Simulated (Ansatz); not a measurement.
## BeGa3: what symmetry allows forces and stress to be

```yaml
crystal:
  lattice:
    - [-2.05234, 2.30147, 3.76457]
    - [2.30147, -2.05234, 3.76457]
    - [2.00285, 2.00285, -3.63026]
  atoms:
    - { symbol: Be, position: [0.97154, 0.97154, 0.96404] }
    - { symbol: Ga, position: [0.78783, 0.26899, 0.54670] }
    - { symbol: Ga, position: [0.26899, 0.78783, 0.54670] }
    - { symbol: Ga, position: [0.47164, 0.47164, 0.94256] }
```

These are results of Ansatz 0.2.0, DFT PBE, scalar-relativistic, plane waves, PAW, not measurements.

Cutoff 420 eV; k points 10×10×12 on the computed 4-atom cell (Γ-centred); Gaussian smearing, width 0.10 eV; no spin polarisation.

This distorted cell has space group Cm, with 2 operations.

Question: Without a calculation: in which directions can each atom feel a force?

Answer: A force must be left unchanged by every operation that keeps its atom in place, so it lies in the space that those operations leave fixed. Atoms that the group maps onto each other feel forces of one size.
| atom | site symmetry | operations at the site | equivalent to atom | allowed force (Cartesian) |
| --- | --- | --- | --- | --- |
| Be1 | m | 2 | 1 | in the plane normal to (-0.71, 0.71, 0.00) |
| Ga2 | 1 | 1 | 2 | any direction |
| Ga3 | 1 | 1 | 2 | any direction |
| Ga4 | m | 2 | 4 | in the plane normal to (-0.71, 0.71, 0.00) |

That leaves 7 independent force components of 12, tied by 2 conditions that the forces sum to zero, so 5 remain. A relaxation in this cell that keeps the symmetry moves the atoms in these directions alone.

Question: And the stress tensor?

Answer: It must be invariant under the point group, which leaves 4 independent components: xx = yy, yz = xz.

Question: Do the computed values obey this?

Answer: Yes. Forces (eV/Å):
```
Be1 -0.072 -0.072 -0.058
Ga2 -0.149 -0.075  0.005
Ga3 -0.075 -0.149  0.005
Ga4  0.296  0.296  0.048
```

Stress (GPa, compression positive, xx yy zz yz xz xy): -4.68 -4.68 -0.94 0.71 0.71 -0.72. The program imposes the same operations on density, forces and stress, so this confirms the analysis and is no independent test of the calculation.